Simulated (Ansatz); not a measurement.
**Notes on BaCa2**

```xyz
6
Lattice="2.9668 5.1387 0.0000 -2.9668 5.1387 0.0000 0.0000 0.0000 7.7266" Properties=species:S:1:pos:R:3 pbc="T T T"
Ba   -0.0003    3.4260    2.1325
Ba   -0.0003    6.8515    5.9959
Ca    0.0000    0.0000    0.2163
Ca    0.0000    0.0000    4.0797
Ca   -0.0003    3.4260    6.1504
Ca   -0.0003    6.8515    2.2871
```

Single point in Ansatz 0.2.0 with r2SCAN, no spin polarisation. Cutoff 500 eV, PAW datasets, 7×7×5 Γ-centred k mesh, fermi-dirac filling (width 0.1 eV).

- At the Fermi level: It is a metal, with about 11 states/eV a cell as the mean within 0.25 eV of the Fermi level.
- Stress: The pressure is 4.5 GPa (compression positive), so with the atoms held at these fractions the cell would first expand. The principal stresses 2.6, 5.5, 5.5 GPa differ, so its shape would change too.
- Charges: Bader charges in e: Ba +0.21, Ca -1.01 to +0.80. In the mean Ba gives up most and Ca takes most.
- Forces: The largest is on Ca5 (and as large on other atoms): 0.27 eV/Å, components (0.00, 0.00, -0.27). It makes 87° with the line to a nearest neighbour, Ba2 at 3.43 Å.
- Formation energy: 0.24 eV an atom against the elements' usual phases (free molecules for gases, crystals otherwise, with no correction for O₂ or N₂), so at this geometry it isn't bound against them. Relaxing would lower it.

Origin: a known structure type with other elements, at an estimated volume, so it need not be a known compound. Caveats: many states at the Fermi level without spin polarisation, so a magnetic state may lie lower.
